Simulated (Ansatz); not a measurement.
Consider the following.

Ga$_{3}$NO$_{3}$:
```cif
data_Ga6N2O6
_chemical_formula_sum 'Ga6 O6 N2'
_space_group_name_H-M_alt 'P 1'
_space_group_IT_number 1
_cell_length_a 5.87930
_cell_length_b 5.87930
_cell_length_c 5.87930
_cell_angle_alpha 119.722
_cell_angle_beta 90.627
_cell_angle_gamma 119.555
loop_
_space_group_symop_operation_xyz
  'x, y, z'
loop_
_atom_site_label
_atom_site_type_symbol
_atom_site_fract_x
_atom_site_fract_y
_atom_site_fract_z
_atom_site_occupancy
Ga1 Ga 0.75861 0.75440 0.50420 1
Ga2 Ga 0.25020 0.25440 0.49580 1
Ga3 Ga 0.76808 0.26808 0.50000 1
Ga4 Ga 0.76808 0.76808 0.00000 1
Ga5 Ga 0.12447 0.48922 0.13526 1
Ga6 Ga 0.35396 0.98922 0.86474 1
O1 O 0.50106 0.26346 0.73760 1
N1 N 0.96483 0.72794 0.73688 1
O2 O 0.50133 0.73780 0.74224 1
O3 O 0.50133 0.25909 0.26353 1
N2 N 0.99106 0.22794 0.26312 1
O4 O 0.52585 0.76346 0.26240 1
O5 O 0.99556 0.75909 0.25776 1
O6 O 0.99556 0.23780 0.73647 1
```

This is the PBEsol-relaxed structure.

**Question.** All from PBEsol in the plane-wave PAW code Ansatz, unless another level is named. Estimate the electron effective mass.

**Answer.** 0.20 mₑ (isotropic).

**Question.** What about the formation energy from the elements (no fitted shifts)?

**Answer.** -1.46 eV/atom.

**Question.** Give the band gap.

**Answer.** 1.05 eV (direct).

**Question.** And the hole effective mass?

**Answer.** 0.25, 5.1, 6.2 mₑ (principal values).

**Question.** Next, the valence-band maximum?

**Answer.** at Γ.

Space group Ima2. The start of the workflow was typed in or built on a structure type; neither database checked (COD, Materials Project) lists it. Its standing as an ambient phase is unchecked. The cell was relaxed with PBEsol under the symmetry of its start; its stability against distortions is not shown here. The references are the lowest solids computed at this level, not always the standard phases (solids in place of the gases). Spin–orbit coupling is left out wherever it is not named.

Potentials: the earlier of the program's two PAW sets. The files were generated under PBE; for other functionals the program regenerates the frozen cores, and for LDA and PBEsol the local potential too.
